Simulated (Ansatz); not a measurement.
CsPbCl$_{3}$ (cubic perovskite)

```xyz
5
Lattice="5.6735 0.0000 0.0000 0.0000 5.6735 0.0000 0.0000 0.0000 5.6735" Properties=species:S:1:pos:R:3 pbc="T T T"
Cs     0.0000     0.0000     0.0000
Pb     2.8368     2.8368     2.8368
Cl     0.0000     2.8368     2.8368
Cl     2.8368     2.8368     0.0000
Cl     2.8368     0.0000     2.8368
```

In each cell atom 4 (Cl, nearest neighbour Pb at 2.837 Å; its periodic images, 5.7 Å or more away, move with it) moves by s·(0.000, 0.000, 1.000) (along Cartesian z), the rest being held.

Calculation: r2SCAN (plane waves to 500 eV, PAW, scalar-relativistic; Ansatz, a quantum-chemistry and plane-wave program). k mesh 5×5×5 (Γ-centred), Fermi-Dirac smearing 0.05 eV. Energies are smeared free energies. F∥ is the force on the atom along that direction. CsPbCl3 was relaxed with its symmetry unable to fall. Spin-orbit coupling is left out, though Pb is heavy. This is a high-temperature form of CsPbCl3. ΔE is measured from the undisplaced structure.

**Question.** Give the computed ΔE (meV/cell) and F∥ (eV/Å) at s (Å) = -0.850, -0.680, -0.510, -0.170, 0.850.

**Answer.** 
```tsv
s (Å)	ΔE (meV/cell)	F∥ (eV/Å)
-0.850	3271	15.170
-0.680	1419	7.435
-0.510	539	3.360
-0.170	29	0.390
0.850	3271	-15.170
```

(A displaced cell: forces are minus the slopes of the energy, force constants its curvatures, and phonons follow from these.)
